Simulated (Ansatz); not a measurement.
Relaxed-ion elastic tensor of Al₃Pt₂ (La2O3 or Ni2Al3 type, P-3m1) in GPa (Voigt order), PBEsol (plane waves, PAW; program Ansatz); density 9.86 g/cm³, 15.87 Å³ per atom.

```
 262   115   107  -8.5   0.0   0.0
 115   262   107   8.5   0.0   0.0
 107   107   310   0.0   0.0   0.0
-8.5   8.5   0.0  83.0   0.0   0.0
 0.0   0.0   0.0   0.0  83.0  -8.5
 0.0   0.0   0.0   0.0  -8.5  73.2
```

Is the crystal mechanically stable?

Yes: the smallest eigenvalue of C is 68.3 GPa.

Work out the Voigt, Reuss and Hill averages.

K_V = 166, K_R = 165, K_H = 165; G_V = 81.5, G_R = 79.9, G_H = 80.7 GPa.

Give Young's modulus, Poisson's ratio, Pugh's ratio and the universal anisotropy index.

E = 9KG/(3K + G) = 208 GPa; ν = 0.29; K/G = 2.05 (ductile by the Pugh limit of 1.75); A_U = 5G_V/G_R + K_V/K_R − 6 = 0.10.

Estimate the sound speeds and the Debye temperature.

v_l = √((K + 4G/3)/ρ) = 5260 m/s, v_t = √(G/ρ) = 2860 m/s, mean 3190 m/s; Θ = (h/k)(3n/4πV)^(1/3) v_m = 378 K.

Solve the Christoffel equation for the three sound speeds along x, y, z.

Eigenvalues of C_ijkl n_j n_l equal ρv². In km/s, slowest first: x 2.63, 2.99, 5.15; y 2.73, 2.90, 5.16; z 2.90, 2.90, 5.61.

How much does each axis shrink under pressure?

Linear compressibilities β_i = Σ_j S_ij (j = 1 to 3): x 2.2, y 2.2, z 1.7 per TPa.

The workflow started from a Materials Project entry (that database holds measured and hypothetical structures alike); the Crystallography Open Database copy checked does not list it. Whether it is the stable phase at ambient conditions was not checked. The PBEsol relaxation kept the symmetry of its start; of distortions, only those at the zone centre were tested. The run is not spin-polarised. As this level gives no gap, shear constants depend on the k-mesh and smearing (Fermi–Dirac, 0.1 eV here). Scalar-relativistic: spin–orbit coupling is off unless named, which matters more the heavier the elements.

Potentials: the later of the program's two PAW sets.
